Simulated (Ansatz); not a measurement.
A crystal relaxed with r2SCAN in the plane-wave code Ansatz has space group I-42m (No. 121) and a = 4.522 Å, c = 8.899 Å.

| atom | site | x | y | z |
| --- | --- | --- | --- | --- |
| N | 2a | 0.0000 | 0.0000 | 0.0000 |
| B | 8i | 0.2970 | 0.2970 | 0.3888 |
| Xx | 4d | 0.5000 | 0.0000 | 0.2500 |
| Xx | 2b | 0.5000 | 0.5000 | 0.0000 |

The r2SCAN gap is indirect, 1.525 eV (Γ to Γ–M (0.25 of the way from Γ)), below the direct gap of 1.534 eV at Γ. Least and direct gap differ so little that the kind isn't settled. With HSE06 the valence top lies at Γ and the conduction bottom at Γ–M (0.09 of the way from Γ), 2.027 eV higher; the smallest vertical gap, at Γ, is 2.029 eV. Least and direct gap differ so little that the kind isn't settled. PBE gives a direct gap of 1.24 eV at Γ. Meshes: r2SCAN 8×8×8, HSE06 4×4×4, PBE 8×8×8. r2SCAN's ε∞ is 9.2 along x and y, 8.9 along z.

**Question.** Which element is Xx?
A. Bi
B. As
C. Sb
D. P

**Answer.** B. Xx is As: B₄As₃N as one 8-atom ordering (I-42m) on the zincblende lattice. N is surrounded by 4 B at 1.63 Å; B is surrounded by 1 N at 1.63 Å and 3 As at 2.04–2.14 Å; As is surrounded by 4 B at 2.04 Å; As is surrounded by 4 B at 2.14 Å.

The cell comes from a prototype generator: it can be a known phase or a hypothetical one. Spin polarisation is off.

Spin-orbit coupling is left out.

Where an edge lies off the special points, it is a point of the mesh or the k point where a search put PBE's edge or least direct gap, reused for the other functionals, whose own edges may lie a little apart.

The meshes of the hybrids are coarse, so their gaps aren't converged to the digits shown.
